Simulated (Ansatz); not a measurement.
Frozen-phonon scan for ZnAu (CsCl type)

Starting cell, ZnAu (CsCl type):

```
ZnAu
1.0
    3.18677     0.00000     0.00000
    0.00000     3.18677     0.00000
    0.00000     0.00000     3.18677
Zn Au
1 1
Direct
  0.50000   0.50000   0.50000
  0.00000   0.00000   0.00000
```

A phonon eigenvector at Γ is frozen into this cell: atom i moves by Q times the vector below, so Q is the largest atomic displacement, in Å. The cell is held. It is one choice among 3 degenerate patterns.

```json
[
 {"atom": "Zn1", "x": "0.000", "y": "0.000", "z": "-1.000"},
 {"atom": "Au2", "x": "0.000", "y": "0.000", "z": "0.332"}
]
```

These are PBE (plane waves to 420 eV, PAW, scalar-relativistic; Ansatz, a quantum-chemistry and plane-wave program) values and carry that method's errors. k mesh 15×15×15 (Γ-centred), Fermi-Dirac smearing 0.05 eV. The energy includes the smearing's −TS. Stress and pressure are positive under compression. With partly filled bands, energies and forces of such displacements shift with the k mesh and the smearing. Spin-orbit coupling is left out, though Au is heavy. ZnAu was relaxed with its symmetry unable to fall. The zero of ΔE is the undisplaced structure.

```
Q (Å)   ΔE (eV/cell)  −dE/dQ from forces (eV/Å)  P (GPa)
------  ------------  -------------------------  -------
-0.180         0.085                      0.947      2.5
-0.150         0.059                      0.788      1.8
-0.120         0.038                      0.630      1.1
-0.090         0.021                      0.472      0.6
-0.060         0.009                      0.314      0.3
-0.030         0.002                      0.157      0.1
0.000          0.000                      0.000      0.0
0.030          0.002                     -0.157      0.1
0.060          0.009                     -0.314      0.3
0.090          0.021                     -0.472      0.6
0.120          0.038                     -0.630      1.1
0.150          0.059                     -0.788      1.8
0.180          0.085                     -0.947      2.5
```

Read from the data:

The energy at Q = 0.180 Å comes out as 85 meV/cell. Space group of the distorted cell: P4mm (No. 99), lowered from Pm-3m. Symmetry of the curve: even: the same for both signs. Shape of the curve: a single well with its minimum at or next to zero displacement. Harmonic wavenumber from the curvature (finite differences): 128 cm⁻¹. Wavenumber by perturbation theory (DFPT, on another k mesh): 128 cm⁻¹.

(For displaced atoms, the force is minus the slope of the energy, and its curvature is a force constant, which sets phonon frequencies.)
